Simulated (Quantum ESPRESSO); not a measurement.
# ZrW4SnGaTa: input and log of a self-consistent run

Computed values, not a measurement. The program is pw.x of Quantum ESPRESSO 7.5 (plane-wave density functional theory). The cell is made up: eight metal atoms on a face-centred cubic lattice, with elements, volume, strain and displacements drawn at random and not relaxed, so it may be unstable or far from any real phase. PseudoDojo standard norm-conserving files set the functional (PBE unless stated); there is no spin polarisation or spin-orbit coupling, the Fermi-Dirac width of 0.25 eV means electrons at about 2900 K, and the masses in the input are unused placeholders. The tin pseudopotential is less sure than most, with forces differing by about three percent from a second method on plain tin. Heavy elements are run without spin-orbit coupling, which real alloys of them have. A spin test at this wide smearing found no moment, but such smearing suppresses magnetism that the real alloy may have.

Input:

```
&control calculation='scf', pseudo_dir='./dojo.nc.sr.pbe.v0_5.standard.upf', outdir='./o', disk_io='minimal', tprnfor=.true., tstress=.true. /
&system ibrav=0, nat=8, ntyp=5, nbnd=71, ecutwfc=82.02448710, nosym=.true., tot_charge=0,
 occupations='smearing', smearing='fd', degauss=0.0183746611
/
&electrons conv_thr=1.470e-08, electron_maxstep=70, mixing_beta=0.5 /
ATOMIC_SPECIES
Ga 1.0 Ga.upf
Sn 1.0 Sn.upf
Ta 1.0 Ta.upf
W 1.0 W.upf
Zr 1.0 Zr.upf
CELL_PARAMETERS angstrom
0.0374 -2.0914 -2.0472
-6.1919 -2.0361 0.0568
-2.0599 4.2303 -6.1517
ATOMIC_POSITIONS angstrom
Zr -0.1617 0.021 -0.085
W -2.0611 2.1307 -4.1919
Sn -2.1473 0.0203 -2.2011
W -4.2365 2.2464 -6.1479
Ga -4.2891 -0.0041 -4.0654
W -4.1402 -2.1312 -1.8192
W -6.1658 -0.1646 -6.1886
Ta -6.3327 -1.9158 -4.0523
K_POINTS automatic
8 4 3 1 1 1
```

The log is shortened where brackets say so; the opening notice, blank lines, dates and the lines on written files are dropped, and the path of the files is cut. It prints rydbergs, bohrs and kilobars, and counts compression as positive stress. Its total energy is the free energy E - TS of the whole cell.

```
     Program PWSCF v.7.5
     Parallel version (MPI & OpenMP), running on       4 processor cores
     Number of MPI processes:                 4
     Threads/MPI process:                     1
     [start-up lines left out]
     bravais-lattice index     =            0
     lattice parameter (alat)  =       5.5309  a.u.
     unit-cell volume          =     962.1566 (a.u.)^3
     number of atoms/cell      =            8
     number of atomic types    =            5
     number of electrons       =       108.00
     number of Kohn-Sham states=           71
     kinetic-energy cutoff     =      82.0245  Ry
     charge density cutoff     =     328.0979  Ry
     scf convergence threshold =      1.5E-08
     mixing beta               =       0.5000
     number of iterations used =            8  plain     mixing
     Exchange-correlation= PBE
                           (   1   4   3   4   0   0   0)
     [axes and pseudopotential details left out]
   Cartesian axes
     site n.     atom                  positions (alat units)
         1        Zr     tau(   1) = (  -0.0552473   0.0071750  -0.0290416  )
         2        W      tau(   2) = (  -0.7042071   0.7279870  -1.4322282  )
         3        Sn     tau(   3) = (  -0.7336586   0.0069358  -0.7520403  )
         4        W      tau(   4) = (  -1.4474665   0.7675177  -2.1005262  )
         5        Ga     tau(   5) = (  -1.4654381  -0.0014008  -1.3890075  )
         6        W      tau(   6) = (  -1.4145641  -0.7281578  -0.6215581  )
         7        W      tau(   7) = (  -2.1066421  -0.0562382  -2.1144320  )
         8        Ta     tau(   8) = (  -2.1636661  -0.6545631  -1.3845317  )
     number of k points=    48  Fermi-Dirac smearing, width (Ry)=  0.0184
                       cart. coord. in units 2pi/alat
        k(    1) = (  -0.0541416  -0.0170701  -0.0729053), wk =   0.0416667
        k(    2) = (   0.0045291  -0.1905183   0.1053595), wk =   0.0416667
     [further k points left out]
     Dense  grid:    96505 G-vectors     FFT dimensions: (  32,  72,  90)
     Estimated max dynamical RAM per process >     346.46 MB
     Estimated total dynamical RAM >       1.28 GB
     Initial potential from superposition of free atoms
     starting charge     107.9905, renormalised to     108.0000
     Starting wfcs are   78 randomized atomic wfcs
     total cpu time spent up to now is        6.2 secs
     per-process dynamical memory:   259.4 Mb
     Self-consistent Calculation
     iteration #  1     ecut=    82.02 Ry     beta= 0.50
     Davidson diagonalization with overlap
     ethr =  1.00E-02,  avg # of iterations =  2.3
     Threshold (ethr) on eigenvalues was too large:
     Diagonalizing with lowered threshold
     Davidson diagonalization with overlap
     ethr =  8.00E-04,  avg # of iterations =  2.6
     total cpu time spent up to now is       31.8 secs
     total energy              =   -1148.19350988 Ry
     estimated scf accuracy    <       0.89364739 Ry
     iteration #  2     ecut=    82.02 Ry     beta= 0.50
     Davidson diagonalization with overlap
     ethr =  8.27E-04,  avg # of iterations =  7.3
     total cpu time spent up to now is       48.7 secs
     total energy              =   -1147.85095104 Ry
     estimated scf accuracy    <       7.49663965 Ry
     iteration #  3     ecut=    82.02 Ry     beta= 0.50
     Davidson diagonalization with overlap
     ethr =  8.27E-04,  avg # of iterations =  6.6
     total cpu time spent up to now is       64.4 secs
     total energy              =   -1148.40510031 Ry
     estimated scf accuracy    <       2.66634341 Ry
     iteration #  4     ecut=    82.02 Ry     beta= 0.50
     Davidson diagonalization with overlap
     ethr =  8.27E-04,  avg # of iterations =  2.0
     total cpu time spent up to now is       76.4 secs
     total energy              =   -1148.59221685 Ry
     estimated scf accuracy    <       0.19057436 Ry
     iteration #  5     ecut=    82.02 Ry     beta= 0.50
     Davidson diagonalization with overlap
     ethr =  1.76E-04,  avg # of iterations =  3.2
     total cpu time spent up to now is       89.8 secs
     total energy              =   -1148.58726976 Ry
     estimated scf accuracy    <       0.41358232 Ry
     [iterations 6 to 14 left out]
     iteration # 15     ecut=    82.02 Ry     beta= 0.50
     Davidson diagonalization with overlap
     ethr =  1.72E-09,  avg # of iterations =  2.9
     total cpu time spent up to now is      217.0 secs
     total energy              =   -1148.62426485 Ry
     estimated scf accuracy    <       0.00000230 Ry
     iteration # 16     ecut=    82.02 Ry     beta= 0.50
     Davidson diagonalization with overlap
     ethr =  1.72E-09,  avg # of iterations =  1.2
     total cpu time spent up to now is      228.2 secs
     total energy              =   -1148.62426505 Ry
     estimated scf accuracy    <       0.00000053 Ry
     iteration # 17     ecut=    82.02 Ry     beta= 0.50
     Davidson diagonalization with overlap
     ethr =  4.88E-10,  avg # of iterations =  1.6
     total cpu time spent up to now is      239.6 secs
     total energy              =   -1148.62426509 Ry
     estimated scf accuracy    <       0.00000004 Ry
     iteration # 18     ecut=    82.02 Ry     beta= 0.50
     Davidson diagonalization with overlap
     ethr =  3.78E-11,  avg # of iterations =  4.4
     total cpu time spent up to now is      253.2 secs
     total energy              =   -1148.62426510 Ry
     estimated scf accuracy    <       0.00000006 Ry
     iteration # 19     ecut=    82.02 Ry     beta= 0.50
     Davidson diagonalization with overlap
     ethr =  3.78E-11,  avg # of iterations =  2.0
     total cpu time spent up to now is      264.8 secs
     End of self-consistent calculation
     [lines on levels left out]
!    total energy              =   -1148.62426510 Ry
     estimated scf accuracy    <          6.2E-09 Ry
     smearing contrib. (-TS)   =      -0.10621079 Ry
     internal energy E=F+TS    =   -1148.51805430 Ry
     The total energy is F=E-TS. E is the sum of the following terms:
     one-electron contribution =    -195.89119187 Ry
     hartree contribution      =     165.78430154 Ry
     xc contribution           =    -268.31220675 Ry
     ewald contribution        =    -850.09895722 Ry
     convergence has been achieved in  19 iterations
     Forces acting on atoms (cartesian axes, Ry/au):
     atom    1 type  5   force =     0.03170081   -0.01421622    0.02946227
     atom    2 type  4   force =    -0.06684010    0.01936381   -0.01731936
     atom    3 type  2   force =    -0.06289115    0.00298842    0.02596127
     atom    4 type  4   force =    -0.00693920   -0.07831540    0.04336611
     atom    5 type  1   force =     0.00836920    0.01912280   -0.02153380
     atom    6 type  4   force =     0.00789127    0.02114011   -0.03006880
     atom    7 type  4   force =     0.01250412    0.02644815   -0.01932408
     atom    8 type  3   force =     0.07620505    0.00346832   -0.01054360
     Total force =     0.171436     Total SCF correction =     0.000400
     Computing stress (Cartesian axis) and pressure
          total   stress  (Ry/bohr**3)                   (kbar)     P=       31.43
   0.00026554  -0.00002690   0.00002806           39.06       -3.96        4.13
  -0.00002690   0.00016110   0.00020464           -3.96       23.70       30.10
   0.00002806   0.00020464   0.00021426            4.13       30.10       31.52
     init_run     :      5.79s CPU      6.01s WALL (       1 calls)
     electrons    :    254.29s CPU    258.60s WALL (       1 calls)
     forces       :      2.10s CPU      2.12s WALL (       1 calls)
     stress       :      7.09s CPU      7.24s WALL (       1 calls)
     [timing details left out]
     PWSCF        :   4m29.43s CPU   4m34.15s WALL
     JOB DONE.
```

In other units: free energy -15627.829 eV for the cell, pressure 3.14 GPa, largest force component 2.014 eV/Å in size. The run took 276 s of wall time with four MPI processes on a shared machine (Intel Xeon, 2023 or later, virtual cores), so the time is rough. A rerun of this cell at a higher cutoff and on a denser mesh moved values by no more than 0.004 eV in energy, 0.03 GPa in stress and 0.008 eV/Å in force, and a second program with other atomic files agreed on that cell to 2 % rms in force and 0.5 GPa in pressure.